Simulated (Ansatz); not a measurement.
Values for one crystal, relaxed and computed with plane-wave PAW PBEsol (Ansatz code); other levels are named.

| Item | Result |
|---|---|
| Volume per atom | 23.79 Å³ |
| Band gap | 0.65 eV (indirect) |
| Hole effective mass | 0.34, 0.34, 0.61 mₑ (principal values) |
| Conduction-band minimum | at Γ |
| Electronic dielectric constant ε∞ (DFPT) | 8.09 (xx = yy), 9.44 (zz) |
| Electron effective mass | 0.12, 0.14, 0.14 mₑ (principal values) |
| Formation energy from the elements (no fitted shifts) | -1.1 kJ/mol of atoms |

**Question.** Which compound is it?
A. MgTe, zinc blende
B. CuCl, zinc blende
C. ZrPbO3, cubic perovskite
D. CuI, P6_422 (Cu on 3c, I on 3d)

**Answer.** D, CuI, P6_422 (Cu on 3c, I on 3d)

The start of the workflow was typed in or built on a structure type; neither database checked (COD, Materials Project) lists it. It is not the phase usual at ambient conditions (space group No. 216). The PBEsol relaxation kept the symmetry of its start; its stability against distortions is not shown here. The workflow began spin-polarised and lost its moments. Point labels and valley counts follow the cell and symmetry of the run, lower than the named group. The references are the lowest solids computed at this level, not always the standard phases. Scalar-relativistic: spin–orbit coupling is off unless named, which matters more the heavier the elements.

Potentials: the later of the program's two PAW sets.
